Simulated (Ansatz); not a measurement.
BeTe (rock salt, Fm-3m) at seven volumes, r²SCAN in the plane-wave PAW code Ansatz, scaled uniformly. One row is withheld.

```json
[
 {"V (Å³/atom)": "17.620", "P (GPa)": "7.74"},
 {"V (Å³/atom)": "18.200", "P (GPa)": "?"},
 {"V (Å³/atom)": "18.781", "P (GPa)": "2.20"},
 {"V (Å³/atom)": "19.362", "P (GPa)": "0.00"},
 {"V (Å³/atom)": "19.943", "P (GPa)": "-1.89"},
 {"V (Å³/atom)": "20.524", "P (GPa)": "-3.52"},
 {"V (Å³/atom)": "21.105", "P (GPa)": "-4.92"}
]
```

Question: Fit the shown pressures and predict the withheld one.

Answer: P = (3/2)B₀(x^(7/2) − x^(5/2))[1 + (3/4)(B′ − 4)(x − 1)] with x = (V₀/V)^(2/3). Least squares on the six rows gives V₀ = 19.362 Å³/atom, B₀ = 67.9 GPa, B′ = 4.03. At V = 18.200, x = 1.0421 and P = 4.76 GPa. The run itself gave 4.76 GPa.

The cell is a constructed one: a structure type filled with these elements; neither database checked (COD, Materials Project) lists it. COD files the formula under space group No. 216, so this cell is another polymorph or a model. Whether it is the stable phase at ambient conditions was not checked. The cell was relaxed with r²SCAN under the symmetry of its start; whether a distortion lowers the energy is not shown. Spin–orbit coupling is left out wherever it is not named.

Potentials: the later of the program's two PAW sets.
